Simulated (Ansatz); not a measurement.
An ordered 4-atom cell of Si3Sn on the diamond lattice (R3m), relaxed with r2SCAN: 4 runs in Ansatz, each a calculation of independent-particle optics. It is trigonal, R3m (No. 160); conventional cell a = 4.048 Å, c = 19.901 Å, 23.53 Å³ an atom. Around Si lie 3 Si at 2.44 Å and 1 Sn at 2.60 Å; around Si lie 1 Si at 2.35 Å and 3 Sn at 2.53 Å; around Si lie 4 Si at 2.35–2.44 Å; around Sn lie 4 Si at 2.53–2.60 Å. Simulation only: spin-unpolarised, and no claim that this is the phase found in nature.

```
CELL_PARAMETERS angstrom
2.02392 1.16851 6.63367
-2.02392 1.16851 6.63367
0.00000 -2.33702 6.63367
ATOMIC_POSITIONS crystal
Si 0.00613 0.00613 0.00613
Si 0.49319 0.49319 0.49319
Si 0.37534 0.37534 0.37534
Sn 0.87533 0.87533 0.87533
```

On meshes this coarse, single peaks can be features of the mesh. No local fields, no excitons; the zone sum runs over the cells of the mesh, and ε∞ includes the bands left out of the spectrum. Up to four peaks are listed, those above 15 % of the tallest and inside the complete range; the four can differ from row to row. Rows marked drawn have settings drawn at random (some not listed).

```json
{"functional": "PBE", "k mesh": "6×6×6", "broadening (eV)": "0.1", "scissors (eV)": "0.00", "range (eV)": "0–12", "settings": "chosen", "direct gap on the mesh before scissors (eV)": "0.36", "ε∞ xx": "15.48", "ε∞ yy": "15.48", "ε∞ zz": "15.67", "complete up to (eV)": "12.0", "tallest peaks of mean ε₂ (eV)": "3.55"}
{"functional": "r2SCAN", "k mesh": "6×6×6", "broadening (eV)": "0.1", "scissors (eV)": "0.00", "range (eV)": "0–12", "settings": "chosen", "direct gap on the mesh before scissors (eV)": "0.63", "ε∞ xx": "13.29", "ε∞ yy": "13.29", "ε∞ zz": "13.53", "complete up to (eV)": "12.0", "tallest peaks of mean ε₂ (eV)": "3.85"}
{"functional": "LDA", "k mesh": "6×6×6", "broadening (eV)": "0.4", "scissors (eV)": "0.00", "range (eV)": "2–6", "settings": "drawn", "direct gap on the mesh before scissors (eV)": "0.27", "ε∞ xx": "17.60", "ε∞ yy": "17.60", "ε∞ zz": "17.80", "complete up to (eV)": "6.0", "tallest peaks of mean ε₂ (eV)": "3.40"}
```

**Question.** Estimate from these rows what the further settings give.

| functional | k mesh | broadening (eV) | scissors (eV) | range (eV) | settings |
| --- | --- | --- | --- | --- | --- |
| PBE | 6×6×6 | 0.1 | 0.62 (to HSE06) | 0–12 | chosen |

**Answer.**
```
functional  k mesh  broadening (eV)    scissors (eV)  range (eV)  settings  direct gap on the mesh before scissors (eV)  ε∞ xx  ε∞ yy  ε∞ zz  complete up to (eV)  tallest peaks of mean ε₂ (eV)
       PBE   6×6×6              0.1  0.62 (to HSE06)        0–12    chosen                                         0.36  13.12  13.12  13.31                 12.0                           4.15
```

The fundamental gap is indirect (0.20 eV with PBE on 6×6×6); the table holds the direct one.

The runs are scalar-relativistic, without spin-orbit coupling.
